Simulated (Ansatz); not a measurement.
The relaxed structure here is a generated cell of SrTiO3: the first start was made by placing the elements on the sites of a structure type, and the end was not matched to a known phase here, so it may be hypothetical. Known forms of SrTiO3 include space group No. 221.

A relaxed cell of SrTiO$_{3}$ (R-3c (No. 167)), relaxed on a k-mesh at least as fine as the one used below. Level of theory: PBEsol (plane waves to 420 eV, PAW, scalar-relativistic; Ansatz, a first-principles code). Γ-centred k-mesh 5×5×5 on the run's cell (coarser than for final values), Fermi–Dirac smearing 0.05 eV.

```
SrTiO3
1.0
    2.75239     1.58909     4.48133
   -2.75239     1.58909     4.48133
    0.00000    -3.17819     4.48133
Sr Ti O
2 2 6
Direct
  0.25000   0.25000   0.25000
  0.75000   0.75000   0.75000
  0.00000   0.00000   0.00000
  0.50000   0.50000   0.50000
  0.72313   0.77687   0.25000
  0.25000   0.72313   0.77687
  0.77687   0.25000   0.72313
  0.27687   0.22313   0.75000
  0.75000   0.27687   0.22313
  0.22313   0.75000   0.27687
```

Every atom was then displaced, and the forces became (eV/Å):

| atom | Fx | Fy | Fz |
|---|---|---|---|
| Sr1 | 0.32 | 0.31 | 0.08 |
| Sr2 | -0.37 | 0.74 | -0.65 |
| Ti3 | -1.88 | 1.25 | -1.40 |
| Ti4 | 3.56 | -2.36 | 2.83 |
| O5 | 0.56 | 0.91 | -0.29 |
| O6 | -0.22 | -0.92 | -0.40 |
| O7 | 0.95 | -0.49 | 0.55 |
| O8 | -0.52 | -0.67 | 0.14 |
| O9 | -0.52 | 0.25 | 0.54 |
| O10 | -1.87 | 0.98 | -1.39 |

Question: Which atom was moved farthest relative to the others, and in which direction?

Answer: Ti4, by (-0.04, 0.13, -0.14) Å (0.19 Å, mean shift removed); the next is O5 with 0.14 Å. Its force makes an angle of 149° with its move.

All displacements (Å):

| atom | ux | uy | uz |
|---|---|---|---|
| Sr1 | -0.003 | -0.092 | -0.053 |
| Sr2 | 0.080 | -0.069 | 0.052 |
| Ti3 | 0.138 | -0.015 | -0.025 |
| Ti4 | -0.012 | 0.118 | -0.167 |
| O5 | -0.025 | -0.093 | 0.069 |
| O6 | 0.054 | 0.011 | 0.067 |
| O7 | 0.005 | 0.004 | -0.117 |
| O8 | 0.070 | 0.068 | -0.099 |
| O9 | 0.024 | 0.048 | -0.073 |
| O10 | -0.007 | -0.066 | 0.084 |

Question: Estimate the energy cost of the displacement in the harmonic approximation and compare with the calculation.

Answer: For a harmonic well ΔE = −½ Σ F·u = 0.857 eV a cell, or 86 meV/atom. The calculated energy relative to the undisplaced cell is +0.083 eV/atom, so the harmonic estimate holds well.

No spin polarisation in the result.

The run that gave the undisplaced cell could not lose the symmetry of its start, so the end can be a saddle point.
